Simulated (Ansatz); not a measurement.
input.yaml

```yaml
crystal:
  lattice:
    - [-2.16, 2.16, 5.01]
    - [2.16, -2.16, 5.01]
    - [2.16, 2.16, -5.01]
  atoms:
    - { symbol: Ca, position: [0.0, 0.0, 0.0] }
    - { symbol: Si, position: [0.362, 0.362, 0.0] }
    - { symbol: Si, position: [0.638, 0.638, 0.0] }
    - { symbol: Au, position: [0.75, 0.25, 0.5] }
    - { symbol: Au, position: [0.25, 0.75, 0.5] }
basis:
  ecutwfc: 500
kpoints:
  mp_grid: { grid: [12, 12, 12] }
hamiltonian:
  xc: r2scan
scf:
  occupations: { method: gaussian, width: 0.1 }
output:
  forces: true
  stress: true
  eigenvalues: true
  populations: true
```

Command:
```bash
ansatz run input.yaml --threads 1 --pin off --max-ram 2560MiB --backend cpu --events-out ev --progress --plain --runs-dir out
```

Method: DFT r2SCAN, scalar-relativistic, plane waves, PAW (Ansatz).

From the run's log, abridged:

```
Pseudopotentials: kind: paw
Pseudopotential: Ca, paw, valence charge 10, recommended cutoff 500 eV (meta_gga)
Pseudopotential: Si, paw, valence charge 4, recommended cutoff 500 eV (meta_gga)
Pseudopotential: Au, paw, valence charge 19, recommended cutoff 500 eV (meta_gga)
Functional definition: r2SCAN
Crystal: 5 atoms, lattice volume = 93.499 Å³
Basis set: ecut = 500 eV, 2363 PW (Γ), exchange–correlation on 180×180×180 points (64 copies of the dense FFT grid, shifted against one another)
Bands: 34, of which v1, the nominal top of the filled ones, is band 28 counted from 1 (27 counted from 0)
Symmetry: 16 space group operations
Space group: I4/mmm (ITA 139), of the structure as read, at distance tolerance 4.5e-5 Å
k-points: 163 of 1728
Initial density: superposition of atomic densities (neutral atoms: chi_scale 0, normalization atom), corrected by the library's trained network
Initial wavefunctions: pseudopotential atomic-orbital guess
Functional: x = r2scan, c = r2scan; τ floored in thin density (d = 2e-4 eV/Å³)
SCF iter   1: F=—  HF=-29428.575558 eV  |F-HF|=—  |Δ(HF+E_count)|=         —  Δρ=1.00e-2  dr2=1.60e-1  dr2_τ=5.44e-2  ethr=1.77e-3  ⟨swp⟩=7.3  Hψ=25500  notcnv=0  defer=20
SCF iter   2: F=—  HF=-29428.626372 eV  |F-HF|=—  |Δ(HF+E_count)|=   5.08e-2  Δρ=4.04e-3  dr2=3.13e-2  dr2_τ=2.72e-3  ethr=2.85e-4  ⟨swp⟩=2.2  Hψ=9616  notcnv=0  defer=225
SCF iter   3: F=—  HF=-29428.621545 eV  |F-HF|=—  |Δ(HF+E_count)|=   4.83e-3  Δρ=1.75e-3  dr2=5.51e-3  dr2_τ=1.51e-4  ethr=5.58e-5  ⟨swp⟩=2.4  Hψ=8239  notcnv=0  defer=225
SCF iter   4: F=—  HF=-29428.620558 eV  |F-HF|=—  |Δ(HF+E_count)|=   9.87e-4  Δρ=4.59e-4  dr2=3.97e-4  dr2_τ=1.10e-5  ethr=9.85e-6  ⟨swp⟩=2.9  Hψ=9743  notcnv=0  defer=225
SCF iter   5: F=—  HF=-29428.620512 eV  |F-HF|=—  |Δ(HF+E_count)|=   4.52e-5  Δρ=1.51e-4  dr2=1.87e-5  dr2_τ=1.30e-6  ethr=7.10e-7  ⟨swp⟩=2.0  Hψ=8476  notcnv=0  defer=225
SCF iter   6: F=—  HF=-29428.620426 eV  |F-HF|=—  |Δ(HF+E_count)|=   8.66e-5  Δρ=2.86e-5  dr2=8.35e-7  dr2_τ=8.18e-8  ethr=3.34e-8  ⟨swp⟩=2.1  Hψ=8539  notcnv=0  defer=224
SCF iter   7: F=-29428.620426 eV  HF=-29428.620426 eV  |F-HF|=1.11e-8  |Δ(HF+E_count)|=   3.16e-7  Δρ=6.37e-6  dr2=4.52e-8  dr2_τ=1.75e-9  ethr=1.79e-10  ⟨swp⟩=10.9  Hψ=28827  notcnv=0
SCF 1 converged in 7 iterations: F = -29428.620426 eV  dr2 = 4.52e-8
SCF converged after 7 iterations
Free energy (F): -29428.620426 eV
Harris-Foulkes:  -29428.620426 eV  (|F-HF|=1.11e-8)
Internal energy: -29428.612737 eV  (E = F + TS)
E sigma→0 (E₀):  -29428.616582 eV
Entropy (-TS):   -0.007689 eV (-1.538 meV/atom)
Fermi energy:    13.491194 eV
--- Per-component energies (eV) ---
  E_band       = -817.754292
  E_kinetic    = 1574.043766
  E_local      = -6323.677106  (includes V_loc(G=0)·N_el)
  E_nonlocal   = 255.785401
  E_hartree    = 2672.349584
  E_xc         = -681.284780
  E_vxc        = -917.030266  (∫ρ·V_xc dr)
  E_paw        = -21360.868666  (= ΣΔE_a)
  E_vpaw       = -810.922685  (= ΣTr[D̂ρ^β])
  E_aug_tail   = 0.001463  (compensation charges beyond the density's cutoff)
  E_vtau       = 59.340018  (kinetic-family band-sum trace: ∫τ·v_τ [+ j·A + Jᵃ·Aᵃ] dr)
  E_ewald      = -5564.236219
  E_core_change = -0.726179  (= ΣΔE_core)
  E_smearing   = -0.007689  (= −TS)
--- Forces (eV/Å), atoms counted from 1 ---
  atom   1  Ca     0.00000000     0.00000000     0.00000000
  atom   2  Si     0.00000000     0.00000000     2.74492039
  atom   3  Si     0.00000000     0.00000000    -2.74492039
  atom   4  Au     0.00000000     0.00000000     0.00000000
  atom   5  Au     0.00000000     0.00000000     0.00000000
--- Stress (GPa, compression-positive) ---
       10.161752       0.000000       0.000000
        0.000000      10.161752       0.000000
        0.000000       0.000000       1.540056
  P = ⅓ Tr σ = 7.2879 GPa (72.879 kbar)
--- Band table (eV; the first three rows and the last of 163) ---
  k-point 0: bands = ["-95.8524", "-95.8488", "-46.7518", "-46.7518", "-46.6912", "-46.6912", "-46.6288", "-46.6173", "-29.5491", "-9.7178", "-9.6760", "-9.6760", "0.9850", "3.3771", "5.8499", "5.9347", "6.1824", "6.1824", "7.6588", "7.6588", "8.1502", "8.2133", "9.0183", "9.4337", "10.2967", "11.0638", "11.0638", "13.7912", "14.1614", "15.0590", "15.0590", "17.0714", "17.2846", "17.5273"]
  k-point 1: bands = ["-95.8523", "-95.8489", "-46.7523", "-46.7474", "-46.6957", "-46.6908", "-46.6284", "-46.6177", "-29.5490", "-9.7175", "-9.6784", "-9.6777", "1.1105", "3.4391", "5.8235", "6.0050", "6.2263", "6.2543", "7.4082", "7.6336", "8.1172", "8.1193", "8.9891", "9.3053", "10.2682", "10.7843", "10.9308", "13.6554", "14.5538", "14.7044", "15.6771", "17.2132", "17.3148", "17.6654"]
  k-point 2: bands = ["-95.8520", "-95.8492", "-46.7535", "-46.7353", "-46.7081", "-46.6898", "-46.6273", "-46.6187", "-29.5485", "-9.7165", "-9.6845", "-9.6824", "1.4705", "3.6126", "5.6605", "6.2810", "6.3763", "6.4551", "6.9825", "7.3648", "7.8876", "8.0240", "8.2039", "9.7395", "10.1557", "10.5534", "10.6743", "12.9426", "13.7543", "16.4306", "16.6712", "17.1640", "17.2567", "17.7859"]
  k-point 162: bands = ["-95.8524", "-95.8488", "-46.7518", "-46.7518", "-46.6911", "-46.6911", "-46.6289", "-46.6172", "-29.5489", "-9.7275", "-9.6753", "-9.6753", "1.5322", "2.8220", "5.8624", "6.1460", "6.2272", "6.2272", "7.1239", "7.5789", "7.5789", "7.8910", "8.2161", "9.4335", "10.9033", "10.9033", "12.9223", "14.3858", "15.6163", "16.4662", "16.8698", "16.8698", "17.0093", "17.3509"]
--- Löwdin populations: 5 sites ---
  site symbol q [e]
     0     Ca      8.4047
     1     Si      4.8947
     2     Si      4.8947
     3     Au     18.4471
     4     Au     18.4471
  spilling = 0.016279 (of n_electrons = 56.000000)
```

The calculation finished and met its thresholds.

The run took 86 s on 1 thread of Arm Neoverse V1, with other jobs on the host, peak memory 1 GiB.

Spin–orbit coupling is left out, which can shift energies with elements as heavy as these.